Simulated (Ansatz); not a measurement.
Data:

C:
```yaml
crystal:
  lattice:
    - [4.83609, 0.00000, 0.00000]
    - [0.00000, 4.83609, 0.00000]
    - [0.00000, 0.00000, 4.83609]
  atoms:
    - { symbol: C, position: [0.00000, 0.00000, 0.00000] }
    - { symbol: C, position: [0.50000, 0.50000, 0.50000] }
    - { symbol: C, position: [0.17783, 0.17783, 0.17783] }
    - { symbol: C, position: [0.32217, 0.32217, 0.32217] }
    - { symbol: C, position: [0.17783, 0.82217, 0.82217] }
    - { symbol: C, position: [0.32217, 0.67783, 0.67783] }
    - { symbol: C, position: [0.82217, 0.17783, 0.82217] }
    - { symbol: C, position: [0.67783, 0.32217, 0.67783] }
    - { symbol: C, position: [0.82217, 0.82217, 0.17783] }
    - { symbol: C, position: [0.67783, 0.67783, 0.32217] }
```

This is the PBE-relaxed structure.

Question: All from plane-wave PAW PBE (Ansatz code), unless another level is named. Estimate the band gap.

Answer: 4.18 eV (indirect).

Question: Next, the electron effective mass?

Answer: 2.3, 2.6, 3.3 mₑ (principal values).

Question: Predict the conduction-band minimum.

Answer: on the M–Γ line, 58 % of the way from M (12 equivalent valleys).

Space group Pn-3m. The start of the workflow was typed in or built on a structure type; neither database checked (COD, Materials Project) lists it. It is not the phase usual at ambient conditions (space group No. 194, 227). The PBE relaxation kept the symmetry of its start; its stability against distortions is not shown here.

Potentials: the earlier of the program's two PAW sets.
